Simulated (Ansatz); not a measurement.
# Substitution series in the rock salt structure

All rows share the structure (rock salt) and keep K fixed, while the element on the remaining site is varied. Ratios to the reference expose how stiffness follows bond length.

KCl serves as the reference.

Data:

Computed with Ansatz, a plane-wave PAW program. bond length, volume per atom: r²SCAN, relaxed cell; bulk modulus, shear modulus: r²SCAN, elastic tensor, Hill average; gap: r²SCAN.

Model: ln(d/d_ref), a natural logarithm; ln(K/K_ref), a natural logarithm; relative value = row/reference.

| crystal | shortest bond (Å) | V (Å³/atom) | K (GPa) | G (GPa) | gap (eV) | ln(d/d_ref) | ln(K/K_ref) | K (relative) |
|---|---|---|---|---|---|---|---|---|
| KBr (rock salt) | 3.304 | 36.08 | 15.9 | 8.7 | 5.07 | 0.049 | −0.189 | 0.83 |
| KI (rock salt) | 3.546 | 44.58 | 12.4 | 6.6 | 4.58 | 0.119 | −0.437 | 0.65 |
| KCl (rock salt), reference | 3.147 | 31.15 | 19.2 | 10.4 | 5.83 | 0.000 | 0.000 | 1.00 |
| KF (rock salt) | 2.659 | 18.80 | 35.3 | 18.1 | 6.91 | −0.168 | 0.609 | 1.84 |

Spin–orbit coupling is left out unless named; in separate runs it moves the gap by KBr −0.16 eV (r²SCAN), KI −0.31 eV (r²SCAN).

Worked example:

Arithmetic for KI:

1. ln(d/d_ref): ln(3.546/3.147) = 0.119
2. ln(K/K_ref): ln(12.4/19.2) = −0.437
3. relative bulk modulus: 12.4/19.2 = 0.65

Result:

In order of relative bulk modulus, highest first: KF (1.84 ± 0.092), KCl (1.00 ± 0.050), KBr (0.83 ± 0.041), KI (0.65 ± 0.032). The ± follows from allowances picked for this note (bulk modulus 5 %), carried to first order and added in quadrature, each row's own inputs moving alone; ≈ joins neighbours closer than their two ± added in quadrature.

Caveats:

Members need not be the stable phase of their formula. Rows are a sample of the computed members of this series, without regard to agreement with measurement. Limits of the draw: no layered crystals, gaps over 0.2 eV where gaps are compared; for moduli and speeds, an anisotropy index under 2.5, no layered crystals. As a rule kept out of such tables: 4f compounds, open-shell compounds run without a Hubbard term, cells found unstable in the tests at hand, cells close to a higher symmetry, and runs set to a pressure or over 12 % in volume from the crystal's fullest run.
